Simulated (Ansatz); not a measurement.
KBr:
```xyz
2
Lattice="0.0000 3.3528 3.3528 3.3528 0.0000 3.3528 3.3528 3.3528 0.0000" Properties=species:S:1:pos:R:3 pbc="T T T"
K      0.0000     0.0000     0.0000
Br     3.3528     3.3528     3.3528
```

Relaxed with PBE.

Question: Give the Bader charges and basin volumes of the independent atoms, plane-wave PAW PBE (Ansatz code).

Answer: 

| atom | Bader charge (e) | Bader volume (Å³) |
|---|---|---|
| K1 | +0.83 | 23.5 |
| Br2 | -0.83 | 50.9 |

Space group Fm-3m (rock salt). Symmetry was held in the PBE relaxation.

Potentials: the later of the program's two PAW sets.
